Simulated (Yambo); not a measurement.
```
Ba2ZnN2
1.0
   -2.09837     2.09837     6.49187
    2.09837    -2.09837     6.49187
    2.09837     2.09837    -6.49187
N Zn Ba
2 1 2
Direct
  0.85929   0.85929   0.00000
  0.14071   0.14071   0.00000
  0.00000   0.00000   0.00000
  0.65472   0.65472   0.00000
  0.34528   0.34528   0.00000
```

Ba$_{2}$ZnN$_{2}$ (space group I4/mmm, No. 139): mean Im ε in 1 eV windows above the direct gap of 1.10 eV, for different electron-hole kernels (Yambo, broadening 0.15 eV, PBEsol (pw.x of Quantum ESPRESSO, ONCV potentials, scalar-relativistic) bands; 6×6×6 mesh, 6 valence and 6 conduction bands, static screening with 67 bands and a 3 Ry block, scissor 0.55 eV, Tamm-Dancoff; field along x).

```
window (eV)  independent quasiparticles  BSE
-----------  --------------------------  ---
1.1 to 2.1                          0.7  1.3
2.1 to 3.1                          2.2  3.4
3.1 to 4.1                          2.9  3.6
```

This run doesn't resolve bound excitons or single peaks, so only averages are given, and they too depend on the mesh; weight that the attraction moves below the gap isn't listed. All transitions below 4.99 eV are in the band window. The scissor comes from a G0W0 run whose convergence isn't established.

Geometry of the Materials Project entry, not relaxed at this level.

With a shallow 3d shell G0W0 needs far more bands and larger blocks than here, so the scissor is uncertain by tenths of an eV or more.
